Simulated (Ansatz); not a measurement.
TaW:
```
CELL_PARAMETERS angstrom
      0.00000     2.67198     2.67198
      2.67198     0.00000     2.67198
      2.67198     2.67198     0.00000
ATOMIC_POSITIONS crystal
  Ta 0.00000 0.00000 0.00000
  W  0.50000 0.50000 0.50000
```

Relaxed with r²SCAN.

### Question
Map the valence electron density (e/Å³), cut off at 4 on the plane through (0.000, 0.000, 0.000) spanned by u = [1, 0, 0] and v = [0, 1, -1] in lattice vectors, from the program Ansatz at the r²SCAN level (PAW).

### Answer
x is the fraction of u, y of v (the angle between them is 90°; rows are the nearest grid lines); atoms in the plane: Ta at (0.00, 0.00), W at (0.50, 0.50).
```
y \ x   0.000  0.105  0.158  0.263  0.368  0.474  0.526  0.632  0.737  0.842  0.895   1.00
------  -----  -----  -----  -----  -----  -----  -----  -----  -----  -----  -----  -----
1.00     3.06   4.00   3.44  0.600  0.236  0.203  0.203  0.236  0.600   3.44   4.00   3.06
0.947    3.83   4.00   3.22  0.572  0.245  0.210  0.210  0.245  0.572   3.22   4.00   3.83
0.842    3.44   2.52   1.53  0.468  0.327  0.294  0.294  0.327  0.468   1.53   2.52   3.44
0.789    1.67   1.16  0.765  0.457  0.440  0.452  0.452  0.440  0.457  0.765   1.16   1.67
0.684   0.311  0.333  0.367  0.579   1.55   2.64   2.64   1.55  0.579  0.367  0.333  0.311
0.632   0.236  0.273  0.327  0.731   2.93   4.00   4.00   2.93  0.731  0.327  0.273  0.236
0.526   0.203  0.236  0.294   1.04   4.00   4.00   4.00   4.00   1.04  0.294  0.236  0.203
0.474   0.203  0.236  0.294   1.04   4.00   4.00   4.00   4.00   1.04  0.294  0.236  0.203
0.368   0.236  0.273  0.327  0.731   2.93   4.00   4.00   2.93  0.731  0.327  0.273  0.236
0.316   0.311  0.333  0.367  0.579   1.55   2.64   2.64   1.55  0.579  0.367  0.333  0.311
0.211    1.67   1.16  0.765  0.457  0.440  0.452  0.452  0.440  0.457  0.765   1.16   1.67
0.158    3.44   2.52   1.53  0.468  0.327  0.294  0.294  0.327  0.468   1.53   2.52   3.44
0.0526   3.83   4.00   3.22  0.572  0.245  0.210  0.210  0.245  0.572   3.22   4.00   3.83
0.000    3.06   4.00   3.44  0.600  0.236  0.203  0.203  0.236  0.600   3.44   4.00   3.06
```

The density is the valence pseudo-density with augmentation charge, so density and ELF within about 1 Å of a nucleus are not all-electron values.

Space group Fm-3m (rock salt). The start of the workflow was typed in or built on a structure type; neither database checked (COD, Materials Project) lists it. Whether it is the stable phase at ambient conditions was not checked. The cell was relaxed with r²SCAN under the symmetry of its start. At this level the phase is mechanically unstable. The run is not spin-polarised. Its formation energy is positive at this level, so the cell may be metastable or incomplete. Spin–orbit coupling is left out wherever it is not named.

Potentials: the later of the program's two PAW sets.
